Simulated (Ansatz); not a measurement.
A relaxed cell of Ir2Rh3 is given with its symmetry left out. The cell was found from a structure generator's guess, not taken from experiment.

Method: DFT PBE, scalar-relativistic, plane waves, PAW (Ansatz). Cutoff 420 eV, Γ-centred mesh, Gaussian smearing, no spin polarisation.

```
Ir Rh
1.0
     2.73622    0.00000    0.00000
    -1.36811    2.36963    0.00000
     0.00000    0.00000   22.04597
Ir Rh
4 6
Direct
  0.33333 0.66667 0.94927
  0.33333 0.66667 0.15145
  0.66667 0.33333 0.84855
  0.66667 0.33333 0.05073
  0.33333 0.66667 0.74852
  0.33333 0.66667 0.35130
  0.33333 0.66667 0.54960
  0.66667 0.33333 0.25148
  0.66667 0.33333 0.45040
  0.66667 0.33333 0.64870
```

Formation energies are uncorrected and refer to the elements' standard structures at the same level.

Question: Find its symmetry and describe it.

Answer: P-3m1 (No. 164), with Ir and Rh ordered on hcp sites. Conventional cell: a = 2.736 Å, c = 22.046 Å. Ir on its first site has 12 Ir at 2.73–2.74 Å; Ir on its second site is surrounded by 3 Rh at 2.71 Å and 9 Ir at 2.73–2.74 Å; around Rh on its first site lie 9 Rh at 2.71–2.74 Å and 3 Ir at 2.71 Å; around Rh on its second site lie 12 Rh at 2.70–2.74 Å; 1 more site not described.

Question: What is its formation energy per atom?

Answer: +0.05 eV/atom. The separate elements lie lower, so it is unstable against them.

Question: Is it a metal?

Answer: Yes, bands cross the Fermi level on the 18×18×2 mesh.

The last run used an 18×18×2 mesh (in the run's order of axes) for its 10-atom cell and Gaussian smearing of 0.10 eV. These runs have no spin–orbit coupling, which can matter for Ir. A later test with randomly moved atoms came back to the same energy, though modes that don't fit the test's cell weren't probed.
